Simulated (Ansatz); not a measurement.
The elements of this relaxed trial crystal are hidden behind letters.

```
lattice vectors (Å)
   0.0000    3.6545    3.6545
   3.6545    0.0000    3.6545
   3.6545    3.6545    0.0000
fractional positions
X 0.0000 0.0000 0.0000
Z 0.5000 0.5000 0.5000
Q 0.1293 0.1293 0.6121
Q 0.1293 0.6121 0.1293
Q 0.1293 0.1293 0.1293
Q 0.6121 0.1293 0.1293
```

The calculation used DFT PBE, scalar-relativistic, plane waves, PAW in Ansatz. The final run on the 6-atom cell used 420 eV, a Γ-centred 10×10×10 mesh, 0.10 eV smearing and collinear spin.

* Space group: F-43m (No. 216)
* Conventional cell: a = 7.309 Å
* Volume per atom: 16.27 Å³
* Density: 5.59 g/cm³
* Formation energy: −0.48 eV/atom
* Gap on the 10×10×10 mesh of the 6-atom cell: 0 eV (a metal)
* Net moment per atom: 0.14 μB

Energies are uncorrected and count from the elements' standard states at the same level.

Task: X is a d-block element of period 4, Z is a p-block element of period 6 and Q is a p-block element of period 2. Which elements are they?

Result: X = Fe, Z = Bi, Q = O, so the formula is FeBiO4. Density times volume gives a mean mass of 5.59 × 16.27/1.6605 = 54.8 u per atom, and this set has 54.8 u. Fe has 4 O at 1.64 Å; Bi has 12 O at 3.02 Å (long contacts); O has 1 Fe at 1.64 Å, 3 O at 2.49 Å, 3 O at 2.67 Å and 3 Bi at 3.02 Å. Other sets within the hints have nearly the same mass, so mass alone doesn't settle it; this one was computed.

Spin–orbit coupling, which can matter for Bi, is left out. In such compounds of Fe a zero gap at this level may well be an artefact, since no Hubbard U is applied. Another magnetic order may lie lower. Symmetry constrained the relaxation, so the result can be a saddle point.
